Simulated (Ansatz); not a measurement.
**Every step of a relaxation of BiMo (rocksalt type)**

DFT, PBEsol, PAW with Ansatz's default frozen-core files, scalar-relativistic (Ansatz 0.2.0); a Γ-centred 12×12×12 k mesh, Fermi–Dirac smearing of 0.05 eV, no spin polarisation. The run relaxes cell and atoms at a target pressure of 0 GPa.

Command: `ansatz run input.yaml --threads 1 --pin off --max-ram 3584MiB --backend cpu --events-out ev --progress --plain --runs-dir out` It took 13 s on 1 thread of Arm Neoverse V2, on a shared host, peak memory 0.37 GiB.

```yaml
crystal:
  lattice:
    - [0.0, 2.9191859941, 2.9191859941]
    - [2.9191859941, 0.0, 2.9191859941]
    - [2.9191859941, 2.9191859941, 0.0]
  atoms:
    - { symbol: Mo, position: [0.0, 0.0, 0.0] }
    - { symbol: Bi, position: [0.5, 0.5, 0.5] }
kpoints:
  mp_grid: { grid: [12, 12, 12] }
scf:
  occupations: { method: fermi_dirac, width: 0.05 }
hamiltonian:
  xc: pbesol
  pseudopotentials: { kind: paw }
output:
  forces: true
  stress: true
relax:
  f_tol: 0.005
  max_steps: 40
  cell: {}
```

Each step lists its free energy a cell above the last geometry, the pressure, the cell vectors (Å), and Cartesian positions (Å) with forces (eV/Å).

The first step:

```
step 1  dF = 215.74 meV  P = -10.79 GPa
  cell 0.0000 2.9192 2.9192  2.9192 0.0000 2.9192  2.9192 2.9192 0.0000
  Mo 0.0000 0.0000 0.0000   0.0000 0.0000 0.0000
  Bi 2.9192 2.9192 2.9192   0.0000 0.0000 0.0000
```

Spin–orbit coupling is left out, which matters for the heavy atoms. The PAW files were made under PBE.

The symmetry of the start is kept and no stability test is made, so the end need not be the stable phase.

Task: Where does the relaxation end, and by which steps?

Result: After 4 geometries, with conventional a, b, c = 5.608, 5.608, 5.608 Å, at 22.050 Å³/atom (-11.36 % against the start) in space group Fm-3m, with a shortest distance of 2.804 Å. The further steps:
```
step 2  dF = 13.89 meV  P = 3.70 GPa
  cell 0.0000 2.7769 2.7769  2.7769 0.0000 2.7769  2.7769 2.7769 0.0000
  Mo 0.0000 0.0000 0.0000   0.0000 0.0000 0.0000
  Bi 2.7769 2.7769 2.7769   0.0000 0.0000 0.0000
step 3  dF = 0.90 meV  P = -0.85 GPa
  cell 0.0000 2.8106 2.8106  2.8106 0.0000 2.8106  2.8106 2.8106 0.0000
  Mo 0.0000 0.0000 0.0000   0.0000 0.0000 0.0000
  Bi 2.8106 2.8106 2.8106   0.0000 0.0000 0.0000
step 4  dF = 0.00 meV  P = -0.05 GPa
  cell 0.0000 2.8042 2.8042  2.8042 0.0000 2.8042  2.8042 2.8042 0.0000
  Mo 0.0000 0.0000 0.0000   0.0000 0.0000 0.0000
  Bi 2.8042 2.8042 2.8042   0.0000 0.0000 0.0000
step 5  dF = 1.12 meV  P = -0.04 GPa  (same geometry on a basis chosen anew; earlier energies don't compare to the last digit)
  cell 0.0000 2.8042 2.8042  2.8042 0.0000 2.8042  2.8042 2.8042 0.0000
  Mo 0.0000 0.0000 0.0000   0.0000 0.0000 0.0000
  Bi 2.8042 2.8042 2.8042   0.0000 0.0000 0.0000
```
